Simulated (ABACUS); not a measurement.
Worked example: self-consistent single point of Ti (C2/m, 1 atom in the cell; from COD 9012924, changed as shown) in ABACUS.

Level of theory: LDA (PW92), numerical atomic orbitals DZP (confined pseudo-atomic orbitals with Gaussian additions; energy shift 0.003 Ry), PseudoDojo 0.4 standard norm-conserving LDA (tails mended) pseudopotentials in ABACUS.

The change in words: lattice vector a scaled by 1.01. Reference geometry (Im-3m):
```xyz
1
Lattice="-1.6454 1.6454 1.6454 1.6454 -1.6454 1.6454 1.6454 1.6454 -1.6454" Properties=species:S:1:pos:R:3 pbc="T T T"
Ti     0.0000     0.0000     0.0000
```

Reference input (self-consistent single point, DFT, LDA (PW92), numerical atomic orbitals DZP (confined pseudo-atomic orbitals with Gaussian additions; energy shift 0.003 Ry), PseudoDojo 0.4 standard norm-conserving LDA (tails mended) pseudopotentials): basis = DZP numerical atomic orbitals, energy shift 0.003 Ry; KPT = Gamma 12 12 12 0 0 0; basis_type = lcao; dft_functional = PWLDA; ecutwfc = 100 Ry; smearing_method = fd; smearing_sigma = 0.00734986 Ry; potentials = PseudoDojo 0.4 standard norm-conserving LDA (tails mended); symmetry = 1; ks_solver = genelpa; scf_nmax = 100; scf_thr = 1.0e-07. This run's input differs from it in these lines:

```diff
@@ -30,3 +30,3 @@
 LATTICE_VECTORS
-  -1.6454310000    1.6454310000    1.6454310000
+  -1.6618850000    1.6618850000    1.6618850000
    1.6454310000   -1.6454310000    1.6454310000
```

Output, abridged:

```
 SELF-CONSISTENT
 -------------------------------------------

                  longest orb rcut (Bohr) = 9.2
   longest nonlocal projector rcut (Bohr) = 1.7
                     search radius (Bohr) = 21.8

                          real space grid = [ 36, 36, 36 ]
                                 init_chg = atomic

 LCAO ALGORITHM --------------- ION=   1  ELEC=   1--------------------------------

 Density error is 0.0430410175251
 E_KohnSham     -118.6658486753      -1614.5316999900
 E_Fermi        0.9367754178         12.7454834282

 LCAO ALGORITHM --------------- ION=   1  ELEC=   2--------------------------------

   [... lines left out ...]

   [... 4 blocks of this kind left out ...]

 LCAO ALGORITHM --------------- ION=   1  ELEC=   7--------------------------------

 Density error is 1.60494092568e-07
 E_KohnSham     -118.6757086193      -1614.6658514105
 E_Fermi        0.9074191647         12.3460711146

 LCAO ALGORITHM --------------- ION=   1  ELEC=   8--------------------------------

 Density error is 6.05069724995e-08
 E_KohnSham     -118.6757086193      -1614.6658514107
 E_KS(sigma->0) -118.6727709730      -1614.6258826817
 E_entropy(-TS) -0.0058752927        -0.0799374581
 E_Fermi        0.9074191881         12.3460714331
 charge density convergence is achieved
 final etot is -1614.6658514 eV
 EFERMI = 12.346071433 eV

 STATE ENERGY(eV) AND OCCUPATIONS    NSPIN == 1
   [... 13 lines left out ...]

 TOTAL-FORCE (eV/Angstrom)
                       Ti1         0.0000000000         0.0000000000         0.0000000000

 TOTAL-STRESS (KBAR)
      -113.9145818104         1.6947730644         1.6947730644
         1.6947730644      -112.6730300222        -3.3449147388
         1.6947730644        -3.3449147388      -112.6730300222
 TOTAL-PRESSURE: -113.086881 KBAR

 --------------------------------------------
 !FINAL_ETOT_IS -1614.6658514107100473 eV
 --------------------------------------------
```

The run converged in 8 iterations. Against the reference run the free energy goes up by 12.4 meV/atom and the pressure goes from -10.55 to -11.31 GPa.

The atom-centred basis is finite, which shifts total energies and pressures against plane waves.

Cost on one core: very roughly 21 core-seconds.

The atomic orbitals were generated for these runs; they are not ABACUS's published sets and were checked against plane waves on a few crystals only.

“Tails mended”: in these copies of the files the far tail of each local potential was reset to the Coulomb form.
